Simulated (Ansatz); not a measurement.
Data:

ZnIn2O4:
```
ZnIn2O4
1.0
   -2.34822     2.34822     5.01343
    2.34822    -2.34822     5.01343
    2.34822     2.34822    -5.01343
In Zn O
2 1 4
Direct
  0.50000   0.50000   0.00000
  0.25000   0.75000   0.50000
  0.00000   0.00000   0.00000
  0.33504   0.85327   0.96228
  0.89099   0.37277   0.03772
  0.14673   0.10901   0.48177
  0.62723   0.66496   0.51823
```

This is the PBEsol-relaxed structure.

Q: All from PBEsol in the plane-wave PAW code Ansatz, unless another level is named. Give the Born charges (a third of the trace).

A: In +2.88 to +2.90, Zn +2.13, O -1.98 e.

Q: Predict the static dielectric constant ε0 (ions relaxed, cell fixed).

A: 9.74 (xx = yy), 8.48 (zz).

Q: Next, the electronic dielectric constant ε∞ (DFPT)?

A: 4.90 (xx = yy), 4.79 (zz).

Space group I-4. A made-up cell: these elements were put on the sites of a structure type; neither database checked (COD, Materials Project) lists it. Whether it is the stable phase at ambient conditions was not checked. The cell was relaxed with PBEsol under the symmetry of its start; its stability against distortions is not shown here. Scalar-relativistic: spin–orbit coupling is off unless named, which matters more the heavier the elements.

Potentials: the earlier of the program's two PAW sets. The files were generated under PBE; for other functionals the program regenerates the frozen cores, and for LDA and PBEsol the local potential too.
